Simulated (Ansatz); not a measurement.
This cell of HfO₂ (baddeleyite type, space group P2_1/c) is off equilibrium:

```xyz
12
Lattice="5.1612 0.0000 0.0000 0.0000 5.2118 0.0000 -0.8981 0.0000 5.2764" Properties=species:S:1:pos:R:3 pbc="T T T"
Hf     1.2432     0.2243     1.0965
Hf     3.4833     2.8286     1.5358
Hf     3.0343     4.9891     4.1740
Hf     0.7942     2.3816     3.7347
O      0.0459     1.8714     1.9227
O      4.6908     4.1602     0.8839
O      4.2417     3.6576     3.5221
O     -0.4032     0.7345     4.5609
O      1.7977     3.9862     2.4637
O      2.7295     1.3007     0.0720
O      2.2804     1.3052     2.7102
O      1.3486     3.8315     5.1019
```

Computed with PBE (plane waves to 420 eV, PAW, scalar-relativistic; Ansatz, a first-principles code). k mesh 5×5×5 (Γ-centred), Fermi-Dirac smearing 0.05 eV. Stress and pressure are positive under compression. HfO2 is run without spin polarisation. HfO2 was relaxed with its symmetry unable to fall. Spin-orbit coupling is left out, though Hf is heavy.

Task: What forces act on the atoms (eV/Å, Cartesian)?

Result: 
```json
[
 {"atom": "Hf1", "Fx": "-0.686", "Fy": "-0.297", "Fz": "0.603"},
 {"atom": "Hf2", "Fx": "-1.651", "Fy": "-0.259", "Fz": "0.405"},
 {"atom": "Hf3", "Fx": "-1.651", "Fy": "0.259", "Fz": "0.405"},
 {"atom": "Hf4", "Fx": "-0.686", "Fy": "0.297", "Fz": "0.603"},
 {"atom": "O5", "Fx": "-0.467", "Fy": "-2.093", "Fz": "-1.163"},
 {"atom": "O6", "Fx": "0.235", "Fy": "2.414", "Fz": "-1.265"},
 {"atom": "O7", "Fx": "0.235", "Fy": "-2.414", "Fz": "-1.265"},
 {"atom": "O8", "Fx": "-0.467", "Fy": "2.093", "Fz": "-1.163"},
 {"atom": "O9", "Fx": "1.213", "Fy": "-0.619", "Fz": "0.767"},
 {"atom": "O10", "Fx": "1.356", "Fy": "0.494", "Fz": "0.654"},
 {"atom": "O11", "Fx": "1.356", "Fy": "-0.494", "Fz": "0.654"},
 {"atom": "O12", "Fx": "1.213", "Fy": "0.619", "Fz": "0.767"}
]
```

Task: Give the stress tensor in GPa and the pressure.

Result: 
```
   4.61     0.00     0.79
   0.00     4.18     0.00
   0.79     0.00     4.27
```
The pressure, a third of the trace, is 4.35 GPa.

(A displaced cell: forces are minus the slopes of the energy, force constants its curvatures, and phonons follow from these.)
